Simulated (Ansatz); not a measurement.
Relaxed-ion elastic tensor of Al (dhcp (α-La type), P6_3/mmc) in GPa (Voigt order), DFT-r²SCAN+D4 in the program Ansatz with PAW potentials; density 2.84 g/cm³, 15.79 Å³ per atom.

```
 158  67.1  55.4   0.0   0.0   0.0
67.1   158  55.4   0.0   0.0   0.0
55.4  55.4   173   0.0   0.0   0.0
 0.0   0.0   0.0  41.6   0.0   0.0
 0.0   0.0   0.0   0.0  41.6   0.0
 0.0   0.0   0.0   0.0   0.0  45.7
```

Task: Is the crystal mechanically stable?

Result: Yes: the smallest eigenvalue of C is 41.6 GPa.

Task: Work out the Voigt, Reuss and Hill averages.

Result: K_V = 94.0, K_R = 94.0, K_H = 94.0; G_V = 46.6, G_R = 45.8, G_H = 46.2 GPa.

Task: Give Young's modulus, Poisson's ratio, Pugh's ratio and the universal anisotropy index.

Result: E = 9KG/(3K + G) = 119 GPa; ν = 0.29; K/G = 2.03 (ductile by the Pugh limit of 1.75); A_U = 5G_V/G_R + K_V/K_R − 6 = 0.08.

Task: Estimate the sound speeds and the Debye temperature.

Result: v_l = √((K + 4G/3)/ρ) = 7400 m/s, v_t = √(G/ρ) = 4040 m/s, mean 4500 m/s; Θ = (h/k)(3n/4πV)^(1/3) v_m = 534 K.

Task: Solve the Christoffel equation for the three sound speeds along x, y, z.

Result: Eigenvalues of C_ijkl n_j n_l equal ρv². In km/s, slowest first: x 3.83, 4.01, 7.47; y 3.83, 4.01, 7.47; z 3.83, 3.83, 7.81.

Task: How much does each axis shrink under pressure?

Result: Linear compressibilities β_i = Σ_j S_ij (j = 1 to 3): x 3.6, y 3.6, z 3.5 per TPa.

The first step of the workflow began from a Materials Project structure, measured or hypothetical; the Crystallography Open Database copy checked does not list it. It is not the phase usual at ambient conditions (space group No. 225). The cell was relaxed with r²SCAN+D4 under the symmetry of its start; whether a distortion lowers the energy is not shown. The pairwise dispersion correction was not fitted to metals. As this level gives no gap, shear constants depend on the k-mesh and smearing (Fermi–Dirac, 0.1 eV here). On the denser mesh and wider smearing of the elastic run this cell carries a stress of 0.5 GPa.

Potentials: the later of the program's two PAW sets.
